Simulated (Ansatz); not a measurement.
NbRu:
```xyz
2
Lattice="3.1195 0.0000 0.0000 0.0000 3.1195 0.0000 0.0000 0.0000 3.1195" Properties=species:S:1:pos:R:3 pbc="T T T"
Nb     0.0000     0.0000     0.0000
Ru     1.5598     1.5598     1.5598
```

Relaxed with LDA. Special points in fractions of this cell's reciprocal vectors: Γ (0.000, 0.000, 0.000); X (0.000, 0.500, 0.000); M (0.500, 0.500, 0.000); R (0.500, 0.500, 0.500).

### Question
List the band energies nearest the Fermi level at these points for DFT-LDA in the program Ansatz with PAW potentials.

### Answer
In eV from the Fermi level; about four levels below and three above (degenerate sets whole), none deeper than 8.9 eV; points with the same levels are listed once.

```csv
k,below,above
Γ,-6.14 -6.14 -2.45 -2.45 -2.45,0.86 0.86 3.67 3.67 3.67
X,-2.33 -2.33 -1.37 -0.31 -0.31,1.13 1.79 4.45
M,-5.88 -4.24 -4.24 -0.27,0.10 1.24 1.24
R,-3.06 -3.06 -3.06 -0.18 -0.18,3.60 3.60 7.30
```

Space group Pm-3m (CsCl type). The workflow started from a Materials Project entry (that database holds measured and hypothetical structures alike); the Crystallography Open Database files this formula in space group No. 221, but the cells were not matched. Whether it is the stable phase at ambient conditions was not checked. The LDA relaxation kept the symmetry of its start. At this level the phase is mechanically unstable. The run is not spin-polarised. Scalar-relativistic: spin–orbit coupling is off unless named, which matters more the heavier the elements.

Potentials: the later of the program's two PAW sets.
